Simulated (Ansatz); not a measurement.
All numbers below come from DFT PBE, scalar-relativistic, plane waves, PAW, and for the lanthanide a 4f-in-core norm-conserving potential (Ansatz). Settings: cutoff 690 eV, Γ-centred meshes spaced at most about 0.3 Å⁻¹, and about 0.25 Å⁻¹ or finer for metals (2π included), Gaussian smearing. No spin polarisation in the final relaxations.

All energies are static (0 K, no zero-point motion).

Two forms of Tb2As2Ir were relaxed alike.

A.

```
Tb As Ir
1.0
     3.59054    0.00000    0.00000
     0.00000    3.59054    0.00000
     0.00000    0.00000    8.63348
Tb As Ir
2 2 1
Direct
  0.50000 0.50000 0.68782
  0.50000 0.50000 0.31218
  0.50000 0.50000 0.00000
  0.00000 0.00000 0.50000
  0.00000 0.00000 0.00000
```

B.

```
Tb As Ir
1.0
    -1.83729    1.83729    8.13901
     1.83729   -1.83729    8.13901
     1.83729    1.83729   -8.13901
Tb As Ir
2 2 1
Direct
  0.60114 0.60114 0.00000
  0.39886 0.39886 0.00000
  0.25000 0.75000 0.50000
  0.75000 0.25000 0.50000
  0.00000 0.00000 0.00000
```

Problem. Which is lower in energy, and by how much?

Solution. B is lower, by 120 meV/atom. A has space group P4/mmm (No. 123), 22.3 Å³/atom and no gap on its mesh; B has space group I4/mmm (No. 139), 22.0 Å³/atom and no gap. Counting As atoms around Ir and Tb (those within 1.25 times the shortest such distance or 1.15 times the sum of covalent radii, 1.27 where that leaves under three; a plus sign parts nearer from farther groups; the shortest distance is added where it exceeds 1.18 times the sum of covalent radii), A has Tb 1+4, Ir 4 and B has Tb 4, Ir 8 from 4.5 Å. B holds As–As nets (shortest 2.60 Å); in A the shortest As–As distance is 3.59 Å. In A, around Tb lie 1 As at 2.70 Å and 4 As at 3.01 Å; around As on its first site lie 4 Ir at 2.54 Å and 2 Tb at 2.70 Å; Ir is surrounded by 4 As at 2.54 Å; 1 more site not described. In B, Tb has 4 As at 3.04 Å, 4 Ir at 3.08 Å, 1 Tb at 3.29 Å and 4 Tb at 3.67 Å; As has 4 As at 2.60 Å and 4 Tb at 3.04 Å; Ir is surrounded by 8 Tb at 3.08 Å and 4 Ir at 3.67 Å. Both come from invented guesses.

These runs have no spin–orbit coupling, which can matter for Ir. Cells relaxed within their symmetry can be saddle points.

The lanthanide is trivalent by construction, without f bands, f moments or other valences.
